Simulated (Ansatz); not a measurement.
# CaScBO₄ — Sc-45 NMR of the central transition

Cell: a diffraction structure from the COD whose atoms were relaxed with PBE, the cell held.

Space group Pnma (No. 62); a = 10.2830, b = 3.3636, c = 9.4320 Å.

```
site  Wyckoff  site symmetry       x       y       z
  Ca       4c            .m.  0.5890  0.7500  0.8429
  Sc       4c            .m.  0.3914  0.2500  0.5727
   B       4c            .m.  0.3042  0.2500  0.8647
 O13       4c            .m.  0.5025  0.7500  0.6159
 O17       4c            .m.  0.2427  0.2500  0.7338
 O21       4c            .m.  0.2675  0.7500  0.4897
 O25       4c            .m.  0.4377  0.2500  0.8750
```

One atom of each set is listed.

All values are calculated (Ansatz; DFT, r2SCAN, plane waves and PAW, scalar-relativistic, 500 eV cutoff, Γ-centred 3×7×3 k-points, Fermi–Dirac smearing 0.02 eV), not measured.

Sc-45 has I = 7/2 and Q = -220.0 mb (Pyykkö 2018); at 16.4 T its Larmor frequency is ν₀ = 169.9 MHz. Only the quadrupole interaction is simulated: positions count from each site's isotropic chemical shift, and J coupling is left out, as are shift anisotropy and dipolar coupling, which fast spinning averages.

Simulated pattern of one Sc site (fast magic-angle spinning, Gaussian broadening 0.8 kHz):

offset (kHz), height and a bar:
```
   -27.03          0 
   -26.21          1 
   -25.39          6 ##
   -24.57          6 ##
   -23.75          6 ##
   -22.93          7 ##
   -22.10          7 ##
   -21.28          7 ##
   -20.46          7 ##
   -19.64          7 ##
   -18.82          8 ##
   -18.00          8 ##
   -17.18         22 #######
   -16.36         65 ###################
   -15.53         89 ###########################
   -14.71         68 ####################
   -13.89         55 ################
   -13.07         50 ###############
   -12.25         47 ##############
   -11.43         46 ##############
   -10.61         46 ##############
    -9.78         46 ##############
    -8.96         47 ##############
    -8.14         49 ###############
    -7.32         53 ################
    -6.50         59 ##################
    -5.68         71 #####################
    -4.86        100 ##############################
    -4.03         98 #############################
    -3.21         55 #################
    -2.39          6 ##
    -1.57          0
```

(1) Which |C_Q| and η does the pattern imply?

## Answers

(1) The pattern spans 23.0 kHz before broadening and its centre of gravity is at -10.4 kHz, which fixes P_Q; the places of the horns and steps fix η. That gives P_Q = 26.3 MHz, |C_Q| = 26.3 MHz and η = 0.10. The sign of C_Q can't be read from the pattern.

The largest force is 0.3 eV/Å, so the atoms aren't at the calculated equilibrium and relaxing them would move these values.
